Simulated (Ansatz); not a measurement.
# Pt: from a starting cell to a relaxed one

The start is a relaxed Pt cell displaced along its unstable phonon at q = (½, 0, 0) of its primitive reciprocal cell (43i cm⁻¹), largest move 0.15 Å. Cell shape, volume and atoms are optimised at zero target pressure with PBEsol (plane waves to 420 eV, PAW, scalar-relativistic; Ansatz, an electronic-structure program). The first steps use a coarse 6×12×12 k-mesh.

Starting cell:
```
CELL_PARAMETERS angstrom
      5.17435     0.00000     0.00000
      0.00000     2.58718     0.00000
      0.00000     0.00000     2.58718
ATOMIC_POSITIONS crystal
  Pt 0.00000 0.00000 0.94202
  Pt 0.50000 0.00000 0.05798
```

Task: What is the largest force in the starting geometry, and on which atom (counted from 1)?

Result: 0.19 eV/Å, on Pt1, Pt2 (atoms numbered as listed).

Task: Does it find its way back to the structure it was made from?

Result: It does not go back: it reaches P6/mmm (No. 191), AFLOW prototype A_hP1_191_a (A_f, as in Sn), 0.37 eV/atom below the parent.

Task: Is the relaxed structure metallic? Give its gap.

Result: Zero (metallic).

Task: What does it relax into? Give the structure.

Result: 
Space group P6/mmm (No. 191); a = 2.6559 Å, b = 2.6559 Å, c = 2.6480 Å, α = 90.00°, β = 90.00°, γ = 120.00°

```
atom  site  symmetry       x       y       z
----  ----  --------  ------  ------  ------
Pt      1a     6/mmm  0.0000  0.0000  0.0000
```

Final values are on a 20×20×17 k-mesh of the relaxed cell. No spin polarisation in the result.

The run could not lose the symmetry of its start, so the end can be a saddle point.

The relaxed structure here is a generated cell of Pt: the first start was made by placing the elements on the sites of a structure type, and the end was not matched to a known phase here, so it may be hypothetical. Known forms of Pt include space group No. 225.
